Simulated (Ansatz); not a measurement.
ZrSe$_{2}$ (anatase), relaxed with HSE06 (Ansatz, an electronic-structure program, plane waves, PAW): a = b = 5.320 Å, c = 11.422 Å, α = β = γ = 90.00°.

| Property | Result |
|---|---|
| gap (eV) | 0.52 |

Question: The same phase is relaxed and computed with PBE in the same code. What are the cell and these values now?

Answer: a = 5.3538 Å, b = 5.3538 Å, c = 11.3681 Å, α = 90.00°, β = 90.00°, γ = 90.00°.

* **gap (eV)**: none

Constructed cells (a structure type filled with these elements, in neither database checked): ZrSe2, anatase. All cells were relaxed under the symmetry of their starts (and spin orders); stability against distortions was not tested throughout. Rows with no word on spin ran without spin polarisation. Scalar-relativistic: spin–orbit coupling is off unless named, which matters more the heavier the elements.

Potentials: the later of the program's two PAW sets.

Ansatz is a plane-wave DFT program.
